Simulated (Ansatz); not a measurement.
## A plane-wave run on K2TiH6

The input, for Ansatz 0.2.0 (plane waves, PAW):

```yaml
crystal:
  lattice:
    - [2.687737, 4.655295, 0.0]
    - [-2.687737, 4.655295, 0.0]
    - [0.0, 0.0, 4.370841]
  atoms:
    - { symbol: K, position: [0.33333, 0.33334, 0.69254] }
    - { symbol: K, position: [0.66667, 0.66666, 0.30746] }
    - { symbol: Ti, position: [0.0, 0.0, 0.0] }
    - { symbol: H, position: [0.15549, 0.1555, 0.22237] }
    - { symbol: H, position: [0.68901, 0.15549, 0.22237] }
    - { symbol: H, position: [0.1555, 0.68901, 0.22237] }
    - { symbol: H, position: [0.31099, 0.8445, 0.77763] }
    - { symbol: H, position: [0.8445, 0.84451, 0.77763] }
    - { symbol: H, position: [0.84451, 0.31099, 0.77763] }
  symmetry: { tolerance: 0.0003 }
kpoints:
  mp_grid: { grid: [7, 7, 8], shift: [0, 0, 0] }
  band_path:
    path:
      - [0.0, 0.0, 0.0]
      - [0.5, 0.5, 0.0]
      - [0.33333333, 0.66666667, 0.0]
      - [0.0, 0.0, 0.0]
      - [0.0, 0.0, 0.5]
      - [0.5, 0.5, 0.5]
      - [0.33333333, 0.66666667, 0.5]
      - [0.0, 0.0, 0.5]
      - [0.5, 0.5, 0.5]
      - [0.5, 0.5, 0.0]
      - [0.33333333, 0.66666667, 0.5]
    npoints: 7
magnetization:
  spin_polarized: false
scf:
  occupations: { method: gaussian, width: 0.0357 }
  lower_state_search: "off"
  max_iter: 200
hamiltonian:
  pseudopotentials: { kind: paw }
  xc: r2scan
total_charge: -1
basis:
  ecutwfc: 500
  fft_grid_basis: typed
output:
  forces: true
  stress: true
  eigenvalues: true
  bader: true
  populations: true
  elf: true
  write_potential: true
  volumetric_format: npy
  dos:
    e_range: [-12, 8]
    de: 0.05
    projected: { site_lists: { H: [H], K: [K], Ti: [Ti] } }
checkpoint:
  read: saved_state
```

Launched with:

```sh
ansatz run input.yaml --threads 1 --pin off --max-ram 2560MiB --backend cpu --events-out ev --progress --plain --runs-dir out
```

The run starts from an earlier solution of this cell. 

Parts of the output:

```
Warning: the atoms were moved onto the symmetric positions of the space group found under crystal.symmetry.tolerance 3.0e-4 (fractional; no operation is sought that the atoms, as they stand in a round, miss by more than twice it, and no atom is moved by as much as it), and the run uses the moved positions.
Pseudopotentials: kind: paw
Pseudopotential: K, paw, valence charge 9, recommended cutoff 500 eV (meta_gga), K.paw.azcp
Pseudopotential: Ti, paw, valence charge 12, recommended cutoff 500 eV (meta_gga), Ti.paw.azcp
Pseudopotential: H, paw, valence charge 1, recommended cutoff 500 eV (meta_gga), H.paw.azcp
Functional definition: r2SCAN
  exchange = r2scan_x(k0 = k0, k1 = k1, a1 = a1)
  correlation = r2scan_c
Crystal: 9 atoms, lattice volume = 109.378 Å³
Basis set: ecut = 500 eV, 2799 PW (Γ), exchange–correlation on 160×160×128 points (64 copies of the dense FFT grid, shifted against one another)
Bands: 28, of which v1, the nominal top of the filled ones, is band 19 counted from 1 (18 counted from 0)
Symmetry: 12 space group operations
Space group: P-3m1 (ITA 164), of the structure as read, at distance tolerance 1.4e-3 Å
k-points: 52 of 392
Initial density: read from a saved state, or passed on in memory by an earlier SCF of this step, an earlier step, the calling program or the single point that the run made first
Functional: x = r2scan, c = r2scan; τ floored in thin density (d = 2e-4 eV/Å³)
SCF iter   1: F=-5680.2930 eV  Δρ=1.98e-3  dr2=5.96e-4  dr2_τ=3.33e-3
SCF iter   2: F=-5680.2937 eV  Δρ=1.08e-3  dr2=2.13e-4  dr2_τ=4.09e-4
SCF iter   3: F=-5680.2937 eV  Δρ=3.10e-4  dr2=6.06e-5  dr2_τ=5.13e-6
SCF iter   4: F=-5680.2938 eV  Δρ=1.85e-4  dr2=2.69e-5  dr2_τ=2.11e-6
SCF iter   5: F=-5680.2938 eV  Δρ=5.71e-5  dr2=4.92e-6  dr2_τ=2.19e-7
SCF iter   6: F=-5680.2938 eV  Δρ=3.66e-5  dr2=1.87e-6  dr2_τ=8.19e-8
SCF iter   7: F=-5680.2938 eV  Δρ=1.17e-5  dr2=6.15e-8  dr2_τ=1.22e-8
Free energy (F): -5680.2938 eV
Harris-Foulkes:  -5680.2938 eV  (|F-HF|=6.46e-8)
Internal energy: -5680.2880 eV  (E = F + TS)
E sigma→0 (E₀):  -5680.2909 eV
Entropy (-TS):   -0.0058 eV (-0.645 meV/atom)
Fermi energy:    5.7476 eV
--- Per-component energies (eV) ---
  E_band       = -489.8955
  E_kinetic    = 881.1065
  E_local      = -2408.6816  (includes V_loc(G=0)·N_el)
  E_nonlocal   = 41.7348
  E_hartree    = 896.2717
  E_xc         = -426.4974
  E_vxc        = -595.8463  (∫ρ·V_xc dr)
  E_paw        = -2636.5367  (= ΣΔE_a)
  E_vpaw       = -235.3376  (= ΣTr[D̂ρ^β])
  E_aug_tail   = -0.0027  (compensation charges beyond the density's cutoff)
  E_vtau       = 34.5868  (kinetic-family band-sum trace: ∫τ·v_τ [+ j·A + Jᵃ·Aᵃ] dr)
  E_ewald      = -2027.0367
  E_core_change = -0.6458  (= ΣΔE_core)
  E_smearing   = -0.0058  (= −TS)
  E_deformation_potential = -12.5611  (in the stress; not in F)
--- Forces (eV/Å), atoms counted from 1 ---
  atom   1  K      0.0000     0.0000     0.0168
  atom   2  K      0.0000     0.0000    -0.0168
  atom   3  Ti     0.0000     0.0000     0.0000
  atom   4  H      0.0000     0.8498     0.3279
  atom   5  H     -0.7360    -0.4249     0.3279
  atom   6  H      0.7360    -0.4249     0.3279
  atom   7  H      0.7360     0.4249    -0.3279
  atom   8  H      0.0000    -0.8498    -0.3279
  atom   9  H     -0.7360     0.4249    -0.3279
--- Stress (GPa, compression-positive) ---
        2.3544       0.0000       0.0000
        0.0000       2.3544       0.0000
        0.0000       0.0000      -0.7983
  P = ⅓ Tr σ = 1.3035 GPa (13.035 kbar)
--- Bader charges: 9 sites ---
  site symbol  charge [e]  shift [e]
     0      K      0.7346     0.0000
     1      K      0.7346     0.0000
     2     Ti      1.6716     0.0002
     3      H     -0.6901     0.0000
     4      H     -0.6901     0.0000
     5      H     -0.6901     0.0000
     6      H     -0.6901     0.0000
     7      H     -0.6901     0.0000
     8      H     -0.6901     0.0000
```

Origin: a known structure type with other elements, at an estimated volume, so it need not be a known compound. Caveats: odd electron count without spin polarisation, so a magnetic state may lie lower; charged cell with a uniform background.

It took 100 s on 1 thread of Arm Neoverse V1, on a shared host, peak memory 0.65 GiB, starting from a saved density.
